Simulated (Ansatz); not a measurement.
Relaxed-ion elastic tensor of CdSiN2 in space group R-3m (No. 166; Cd on 3a, Si on 3b, N on 6c) in GPa (Voigt order), the program Ansatz at the PBEsol level (PAW); density 7.06 g/cm³, 9.91 Å³ per atom.

```
  446    128    100  -12.5    0.0    0.0
  128    446    100   12.5    0.0    0.0
  100    100    417    0.0    0.0    0.0
-12.5   12.5    0.0   40.4    0.0    0.0
  0.0    0.0    0.0    0.0   40.4  -12.5
  0.0    0.0    0.0    0.0  -12.5    159
```

Task: Is the crystal mechanically stable?

Result: Yes: the smallest eigenvalue of C is 39.1 GPa.

Task: Work out the Voigt, Reuss and Hill averages.

Result: K_V = 218, K_R = 218, K_H = 218; G_V = 113, G_R = 71.8, G_H = 92.6 GPa.

Task: Give Young's modulus, Poisson's ratio, Pugh's ratio and the universal anisotropy index.

Result: E = 9KG/(3K + G) = 243 GPa; ν = 0.31; K/G = 2.36 (ductile by the Pugh limit of 1.75); A_U = 5G_V/G_R + K_V/K_R − 6 = 2.89.

Task: Estimate the sound speeds and the Debye temperature.

Result: v_l = √((K + 4G/3)/ρ) = 6950 m/s, v_t = √(G/ρ) = 3620 m/s, mean 4050 m/s; Θ = (h/k)(3n/4πV)^(1/3) v_m = 562 K.

Task: How much does each axis shrink under pressure?

Result: Linear compressibilities β_i = Σ_j S_ij (j = 1 to 3): x 1.4, y 1.4, z 1.7 per TPa.

The start of the workflow was typed in or built on a structure type; neither database checked (COD, Materials Project) lists it. Its standing as an ambient phase is unchecked. Symmetry was held in the PBEsol relaxation; whether a distortion lowers the energy is not shown.

Potentials: the later of the program's two PAW sets.
